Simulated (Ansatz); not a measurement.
CrCuO$_{2}$ (delafossite type, space group R-3m)

```xyz
4
Lattice="1.4819 0.8556 5.6401 -1.4819 0.8556 5.6401 0.0000 -1.7111 5.6401" Properties=species:S:1:pos:R:3 pbc="T T T"
Cu     0.0000     0.0000     0.0000
Cr     0.0000     0.0000     8.4602
O      0.0000     0.0000     1.8295
O      0.0000     0.0000    15.0910
```

The slice is a (1 -1 0 2) plane (indices of the conventional cell) through the point (0.108, 0.108, 0.108) (fractional), spanned by u = [1 0 -1] and v = [010] in vectors of this cell: u (2.96 Å) and v (5.89 Å, at 90° to u). It covers one period; positions are fractions (u, v).

Calculation: PBEsol (plane waves to 420 eV, PAW, scalar-relativistic; Ansatz, a program for electronic structure). k mesh 13×13×13. Inside the PAW spheres the values are not all-electron values, and peaks at nuclei hang on which shells count as valence. CrCuO2 is run spin-polarised and with no Hubbard U. CrCuO2 was relaxed with its symmetry unable to fall. Relaxed CrCuO2 ends ferromagnetic. The magnetic order is the one the run started from; other orders were not tried.

**Question.** Predict the map of the electrostatic potential energy of an electron, from the cell's mean on the slice.

**Answer.** 
```
|xxxxxxxx66888888888866xxxxxx|
|xxxxxxxx77999999999977xxxxxx|
|xxxxxx668899999999998866xxxx|
|0011335588999999999988553311|
|0000003366889999998866330000|
|xxxx0000447788998877440000xx|
|xxxxxx002266888888662200xxxx|
|xxxxxx000055888888550000xxxx|
|xxxxxx001166888888661100xxxx|
|xxxxxx003366888888663300xxxx|
|xx00000055778899887755000000|
|0000225577889999998877552200|
|4455667788999999999988776655|
|7777888899999999999999888877|
|8888999999998888889999999988|
|9999999988887777778888999999|
|9999888877554444445577888899|
|8888776644220000002244667788|
|8877664400000000000000446677|
|777755110000xxxxxx0000115577|
|7766330000xxxxxxxxxx00003366|
|6655220000xxxxxxxxxx00002255|
|5544220000xxxxxxxxxx00002244|
|4444220000xxxxxxxxxx00002244|
|xxxxxx00000000xx00000000xxxx|
|xxxxxxxx00000000000000xxxxxx|
|xxxxxxxx33332211223333xxxxxx|
|xxxxxxxx55666655666655xxxxxx|
```
Scale: ten equal steps from 2.00 (start of '0') to 10.05 (end of '9'), in the order '0123456789'. Values: electrostatic potential energy of an electron, from the cell's mean, in eV. The map has 14 points along u (two characters each, u = 0 at the left) and 28 along v (v = 0 in the bottom row). Points within 0.8 Å of a nucleus are blanked (x), as the pseudised field means little there. Values under 2 eV are set to 2. The zero, the cell's mean, hangs on the PAW cores.
